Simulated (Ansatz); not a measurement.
Re (diamond, Fd-3m) at seven volumes, the program Ansatz at the PBEsol level (PAW), scaled uniformly. One row is withheld.

```tsv
V (Å³/atom)	P (GPa)
19.915	22.00
20.572	13.49
21.228	6.22
21.885	0.00
22.542	-5.32
23.198	-9.88
23.855	?
```

Question: Fit the shown pressures and predict the withheld one.

Answer: P = (3/2)B₀(x^(7/2) − x^(5/2))[1 + (3/4)(B′ − 4)(x − 1)] with x = (V₀/V)^(2/3). Least squares on the six rows gives V₀ = 21.885 Å³/atom, B₀ = 191 GPa, B′ = 4.17. At V = 23.855, x = 0.9442 and P = -13.76 GPa. The run itself gave -13.78 GPa.

The start of the workflow was typed in or built on a structure type; neither database checked (COD, Materials Project) lists it. It is not the phase usual at ambient conditions (space group No. 194). The cell was relaxed with PBEsol under the symmetry of its start. At this level the phase is mechanically unstable. The run is not spin-polarised. Scalar-relativistic: spin–orbit coupling is off unless named, which matters more the heavier the elements.

Potentials: the later of the program's two PAW sets.
